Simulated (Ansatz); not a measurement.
H in ScCu2

The calculation used DFT r2SCAN, scalar-relativistic, plane waves, PAW in Ansatz.

Cutoff 500 eV; k points 16×16×16 on the computed 3-atom cell (Γ-centred); Gaussian smearing, width 0.10 eV; no spin polarisation for the host; each changed cell takes a mesh and smearing chosen by its own gap and starts from the host's moments or customary ones, or runs without spin. Cells and atoms are relaxed to the nearest stationary point that keeps the symmetry of their start (forces under 0.02 to 0.04 eV/Å, stress under 0.1 to 0.2 GPa); energies are at zero smearing, without zero-point or thermal terms.

Relaxed host (gap on the mesh 0 eV):

```xyz
3
Lattice="-1.6355 1.6355 4.1577 1.6355 -1.6355 4.1577 1.6355 1.6355 -4.1577" Properties=species:S:1:pos:R:3 pbc="T T T"
Sc    0.0000    0.0000    0.0000
Cu    0.0000    0.0000    5.6074
Cu    0.0000    0.0000    2.7079
```

Cases: (1) 2 H in a 1×1×1 repeat of the cell, at (0.250 0.750 0.500), (0.750 0.250 0.500) in fractions of that repeat, 1.75 Å from the nearest atom of the relaxed host.

The table gives the energy per H taken from half an H2 molecule (negative: uptake is favourable), the swelling and the final surroundings.

| case | formula | energy per H (eV) | ΔV (%) | principal strains (%) | nearest host atoms of the first H | gap (eV) |
| --- | --- | --- | --- | --- | --- | --- |
| 1 | ScCu2H2 | 0.49 | +12.9 | +8.9 +8.9 -4.8 | 4 (Cu) from 1.93 Å | 0 |

Each ion keeps what symmetry its start has, so a lower place off a symmetric site can be missed, above all for H.

Relaxed structure of case 1:

```cif
data_structure
_symmetry_space_group_name_H-M 'P 1'
_symmetry_Int_Tables_number 1
_cell_length_a 4.6909
_cell_length_b 4.6909
_cell_length_c 4.6909
_cell_angle_alpha 135.371
_cell_angle_beta 135.371
_cell_angle_gamma 64.955
_cell_volume 50.21
loop_
_atom_site_label
_atom_site_type_symbol
_atom_site_fract_x
_atom_site_fract_y
_atom_site_fract_z
_atom_site_occupancy
Sc1 Sc 0.00000 0.00000 0.00000 1
Cu1 Cu 0.65737 0.65737 0.00000 1
Cu2 Cu 0.34263 0.34263 0.00000 1
H1 H 0.25000 0.75000 0.50000 1
H2 H 0.75000 0.25000 0.50000 1
```

Cost: 2 runs of about 9.3 core-minutes in all, on Arm Neoverse N1 (shared hosts).